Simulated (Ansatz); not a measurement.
**From the elastic tensor of Cs2MnGaC6N6 to moduli and sound speeds**

The calculation used DFT PBE, scalar-relativistic, plane waves, PAW (Ansatz 0.2.0). Plane waves to 420 eV; Γ-centred k mesh 4×4×4; fixed occupations. No spin polarisation.

Space group Fm-3m (No. 225), cubic, a = 10.260 Å. Around Cs lie 12 N at 3.66 Å and 12 C at 3.69 Å; Mn is surrounded by 6 C at 1.90 Å; Ga is surrounded by 6 N at 2.04 Å; C is surrounded by 1 N at 1.19 Å, 1 Mn at 1.90 Å, 4 C at 2.69 Å, 1 Ga at 3.23 Å, 4 N at 3.63 Å, 4 Cs at 3.69 Å, 1 C at 3.80 Å and 4 N at 3.82 Å; N is surrounded by 1 C at 1.19 Å, 1 Ga at 2.04 Å, 4 N at 2.89 Å, 1 Mn at 3.09 Å, 4 C at 3.63 Å, 4 Cs at 3.66 Å and 4 C at 3.82 Å.

The structure comes from a generated guess, relaxed at this level; another structure or a mixture of phases may lie lower. Spin–orbit coupling is left out, which matters for heavy elements.

Relaxed-ion constants (GPa, on the Cartesian axes of the calculation):
```
142.5  42.8  42.8   0.0   0.0   0.0
 42.8 142.5  42.8   0.0   0.0   0.0
 42.8  42.8 142.5   0.0   0.0   0.0
  0.0   0.0   0.0   8.0   0.0   0.0
  0.0   0.0   0.0   0.0   8.0   0.0
  0.0   0.0   0.0   0.0   0.0   8.0
```

Density 3.361 g/cm³; 16 atoms in 270.04 Å³.

With S = C⁻¹: B_V = (C11+C22+C33+2(C12+C13+C23))/9, G_V = (C11+C22+C33−C12−C13−C23+3(C44+C55+C66))/15, 1/B_R = S11+S22+S33+2(S12+S13+S23), 15/G_R = 4(S11+S22+S33−S12−S13−S23)+3(S44+S55+S66); Hill is their mean. Then v_l = √((B+4G/3)/ρ), v_t = √(G/ρ), v_m = [(2/v_t³+1/v_l³)/3]^(−1/3) and Θ = (ħ/k_B)·v_m·(6π²n/V)^(1/3) for n atoms in the volume V; E = 9BG/(3B+G), ν = (3B−2G)/(2(3B+G)) and A^U = 5G_V/G_R + B_V/B_R − 6.

| Property | Result |
| --- | --- |
| Bulk modulus, Voigt / Reuss / Hill | 76.0 / 76.0 / 76.0 GPa |
| Shear modulus, Voigt / Reuss / Hill | 24.7 / 12.0 / 18.4 GPa |
| Young's modulus | 51 GPa |
| Poisson ratio | 0.388 |
| Pugh ratio B/G | 4.14 (over 1.75, the rule of thumb for ductile) |
| Universal anisotropy index | 5.29 |
| Longitudinal and transverse sound speeds | 5469 and 2338 m/s |
| Debye temperature from the mean sound speed | 307 K |
